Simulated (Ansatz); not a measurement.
CsSnI₃:
```
CELL_PARAMETERS angstrom
      6.27144     0.00000     0.00000
      0.00000     6.27144     0.00000
      0.00000     0.00000     6.27144
ATOMIC_POSITIONS crystal
  Cs 0.00000 0.00000 0.00000
  I  0.00000 0.50000 0.50000
  I  0.50000 0.00000 0.50000
  I  0.50000 0.50000 0.00000
  Sn 0.50000 0.50000 0.50000
```

Relaxed with PBE. Special points in fractions of this cell's reciprocal vectors: Γ (0.000, 0.000, 0.000); X (0.000, 0.500, 0.000); M (0.500, 0.500, 0.000); R (0.500, 0.500, 0.500).

List the band energies nearest the valence-band maximum at these points for plane-wave PAW PBE (Ansatz code).

In eV from the valence-band maximum; about four levels below and three above (degenerate sets whole), none deeper than 8.9 eV; points with the same levels are listed once.

| k | below | above |
|---|---|---|
| Γ | -2.16 -2.16 -2.16 -2.01 -2.01 -2.01 | 2.31 3.30 3.30 |
| X | -2.31 -2.12 -2.12 -1.48 | 1.20 3.80 4.04 |
| M | -2.45 -2.45 -2.37 -1.61 -0.73 | 0.89 0.89 3.98 |
| R | -1.59 -1.59 -1.59 0.00 | 0.46 0.46 0.46 |

Space group Pm-3m (cubic perovskite). This is a known high-temperature phase of the composition, computed here at zero pressure and temperature. The cell was relaxed with PBE under the symmetry of its start; of distortions, only those at the zone centre were tested. Scalar-relativistic: spin–orbit coupling is off unless named, which matters more the heavier the elements.

Potentials: the later of the program's two PAW sets.
